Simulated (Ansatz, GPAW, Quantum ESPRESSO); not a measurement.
One calculation of Ta3AsAu2O13, 4 ways

```xyz
19
Lattice="5.7238 -0.0075 -0.0040 1.3028 6.2550 0.0056 0.2757 1.3007 8.3675" Properties=species:S:1:pos:R:3 pbc="T T T"
Ta    1.8016    2.6675    4.8901
Ta    0.6106    1.9943    8.3559
Ta    4.2828    4.5395    4.2252
As    4.7578    6.6860    6.9518
Au    3.4916    0.8150    1.5556
Au    1.4492    5.7148    3.7432
O     4.8936    5.2811    5.9496
O     3.3221    1.7411    5.8246
O     6.2809    6.7422    7.6940
O     3.3672    6.6706    7.9235
O     4.5687    1.8638    0.2577
O     1.7240    1.5064    0.9269
O     0.9962    1.2256    4.1088
O     3.3758    2.9946    3.6400
O     0.9058    2.6910    6.5776
O     6.1615    3.9169    3.8186
O     4.0664    5.7780    2.9290
O     2.4385    4.7506    5.2300
O     6.5613    6.2408    1.8957
```

The cell comes from a database or a generator and needn't be the stable form of this composition.

Alike in all runs: task single point; functional PBE; k mesh 5 × 5 × 4; occupations fermi-dirac, width 0.05 eV; no spin polarisation; no spin-orbit coupling. Pressure is positive in compression and, in plane waves, holds the error of the finite cutoff, which Ansatz's Pulay term estimates and takes out.

```tsv
program and potentials	plane-wave cutoff (eV)	notes	pressure (GPa)	largest force (eV/Å)
Ansatz, Ansatz PAW	420	8.95 valence electrons an atom on average; Pulay term of +0.54 GPa included	0.00	0.012
Ansatz, all-electron LAPW, scalar-relativistic	-	-	0.06	0.020
GPAW, GPAW PAW data sets (gpaw-data 1.2.1)	800	7.58 valence electrons an atom on average; this data set often lies off other programs	2.22	0.489
Quantum ESPRESSO, SSSP 1.3 efficiency PBE	816	8.42 valence electrons an atom on average	0.98	0.967
```

Force on atom 10 (O), eV/Å:

```csv
program and potentials,x,y,z
"Ansatz, all-electron LAPW, scalar-relativistic",0.018,-0.007,-0.007
"GPAW, GPAW PAW data sets (gpaw-data 1.2.1)",-0.376,-0.016,0.266
"Quantum ESPRESSO, SSSP 1.3 efficiency PBE",-0.769,-0.015,0.545
```

The pressure spans 0.00 (Ansatz, Ansatz PAW) to 2.22 GPa (GPAW, GPAW PAW data sets (gpaw-data 1.2.1)), with all-electron results at 0.06.

The functional is the same throughout but for its coding, so the spread measures potentials, basis and numerics; runs on potential files found faulty are left out.
